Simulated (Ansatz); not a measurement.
**Bi (R-3m), two-dimensional strain map**

These are results of DFT PBEsol, scalar-relativistic, plane waves, PAW in Ansatz, not measurements. Cutoff 420 eV, Γ-centred 12×12×12 k-points, Gaussian smearing of 0.15 eV. Spin–orbit coupling is left out, which can shift energies with elements as heavy as these. No spin polarisation. Energies are free energies at this smearing, counted from the undisturbed cell; pressure is positive in compression.

The starting cell (as given, not relaxed at this level; it stands at -0.6 GPa):

```
CELL_PARAMETERS angstrom
2.27300 1.31232 3.95400
-2.27300 1.31232 3.95400
0.00000 -2.62463 3.95400
ATOMIC_POSITIONS crystal
Bi 0.23389 0.23389 0.23389
Bi 0.76611 0.76611 0.76611
```

The cell is strained by p along both x and y and by q along z, fractional coordinates fixed. Points are written (p, q).

p was sampled at -0.030, -0.015, 0.000, 0.015, 0.030 and q at -0.030, -0.015, 0.000, 0.015, 0.030.

Question: Where on the computed points is the energy highest, and how high?

Answer: At (0.030, 0.030): 49.9 meV/atom.

Question: Away from (0, 0), which computed point is lowest?

Answer: (0.000, -0.015): -0.3 meV/atom.

The map, in meV/atom:

```csv
p \ q,-0.030,-0.015,0.000,0.015,0.030
-0.030,34.5,23.4,15.5,10.9,9.1
-0.015,11.5,4.9,1.4,0.9,3.0
0.000,2.2,-0.3,0.0,3.1,8.6
0.015,5.1,6.1,9.9,16.1,24.6
0.030,18.8,23.0,29.7,38.7,49.9
```